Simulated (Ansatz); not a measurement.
Si in space group Ia-3 (No. 206; Si on 16c) under volume change, the program Ansatz at the r²SCAN level (PAW), shape and atoms relaxed at each volume.

```json
[
 {"V (Å³/atom)": "16.706", "E − E(relaxed) (meV/atom)": "50.1", "P (GPa)": "10.59"},
 {"V (Å³/atom)": "17.257", "E − E(relaxed) (meV/atom)": "21.0", "P (GPa)": "6.46"},
 {"V (Å³/atom)": "17.807", "E − E(relaxed) (meV/atom)": "5.0", "P (GPa)": "2.99"},
 {"V (Å³/atom)": "18.358", "E − E(relaxed) (meV/atom)": "0.0", "P (GPa)": "0.00"},
 {"V (Å³/atom)": "18.909", "E − E(relaxed) (meV/atom)": "4.5", "P (GPa)": "-2.54"},
 {"V (Å³/atom)": "19.459", "E − E(relaxed) (meV/atom)": "17.1", "P (GPa)": "-4.70"},
 {"V (Å³/atom)": "20.010", "E − E(relaxed) (meV/atom)": "36.5", "P (GPa)": "-6.55"}
]
```

Problem. What does a third-order Birch–Murnaghan fit give for V₀, B₀ and B′?

Solution. V₀ = 18.36 Å³/atom, B₀ = 91.5 GPa, B′ = 4.3.

The workflow started from an entry of the Crystallography Open Database (COD), which files this formula under 3 space groups. It is not the phase usual at ambient conditions (space group No. 227). The r²SCAN relaxation kept the symmetry of its start; of distortions, only those at the zone centre were tested.

Potentials: the earlier of the program's two PAW sets.
